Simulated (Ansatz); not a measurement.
# Levels of theory for B4AsN3 (ordering on zincblende)

All numbers come from the PAW code Ansatz. All values are calculated for a non-magnetic cell, which may be hypothetical.

The cell is B4AsN3 as one 8-atom ordering (Cm) on the zincblende lattice; cell and atoms were relaxed with r2SCAN. Around N lie 4 B at 1.58–1.74 Å; around N lie 4 B at 1.59–1.75 Å; around N lie 4 B at 1.56–1.66 Å; around As lie 4 B at 1.89–1.93 Å and 2 As at 2.78 Å; around B lie 3 N at 1.68–1.75 Å and 1 As at 1.93 Å; around B lie 4 N at 1.66–1.74 Å; around B lie 3 N at 1.58–1.63 Å and 1 As at 1.92 Å; around B lie 2 N at 1.56–1.59 Å and 2 As at 1.89 Å.

Space group Cm (No. 8). a = 9.222 Å, b = 2.775 Å, c = 4.880 Å, α = 90.00°, β = 100.36°, γ = 90.00°
```json
{"atom": "N", "site": "2a", "symmetry": "m", "x": "0.4903", "y": "0.5000", "z": "0.9829"}
{"atom": "N", "site": "2a", "symmetry": "m", "x": "0.0047", "y": "0.5000", "z": "0.5177"}
{"atom": "N", "site": "2a", "symmetry": "m", "x": "0.2526", "y": "0.0000", "z": "0.7482"}
{"atom": "As", "site": "2a", "symmetry": "m", "x": "0.2491", "y": "0.5000", "z": "0.2504"}
{"atom": "B", "site": "2a", "symmetry": "m", "x": "0.0358", "y": "0.5000", "z": "0.1742"}
{"atom": "B", "site": "2a", "symmetry": "m", "x": "0.0696", "y": "0.0000", "z": "0.6858"}
{"atom": "B", "site": "2a", "symmetry": "m", "x": "0.3171", "y": "0.5000", "z": "0.8999"}
{"atom": "B", "site": "2a", "symmetry": "m", "x": "0.3308", "y": "0.0000", "z": "0.4911"}
```

Gaps on the r2SCAN cell, each the least over its mesh and the special points:
```csv
level,k mesh,gap (eV),kind,edges,least direct gap (eV),rough cost
PBE,10×10×6,0.06,indirect,Γ → Y₂,0.23,50 core-seconds
PBE+SOC,10×10×6,0.06,indirect,Γ → Y₂,0.23,4 core-minutes
r2SCAN,10×10×6,0.31,indirect,Γ → Y₂,0.48,90 core-seconds
HSE06,6×6×4,0.87,indirect,Γ → Y₂,1.02,8 core-minutes
```
All runs use a smearing of 0.02 eV.
Wave cutoffs: 420 eV, 500 eV (r2SCAN). Gaps under 0.1 eV (PBE, PBE+SOC) can't be told from a closed one: the bands may be in normal order or already inverted, which a gap's size doesn't show.
Costs come from shared machines and give only the order; PBE's includes the band path. The runs had 4 threads of Arm Neoverse V1, with other jobs on the host.

The HSE06 gap is indirect, 0.87 eV (Γ to Y₂), below the direct gap of 1.02 eV at Y₂. Spin-orbit coupling changes the PBE gap by 0.000 eV, to 0.06 eV. With so small a gap spin-orbit coupling can invert the bands, which the size of the gap doesn't show: the edges may have crossed and parted again.

r2SCAN covers 31 % of the step from PBE to HSE06, while HSE06 needs about 6 times r2SCAN's rough cost (on a coarser mesh). For gaps to 0.1 eV, spin-orbit coupling (up to 0.01 eV here) can be left out. All these functionals give a gap of the same kind, indirect.

Only the levels marked +SOC include spin-orbit coupling.
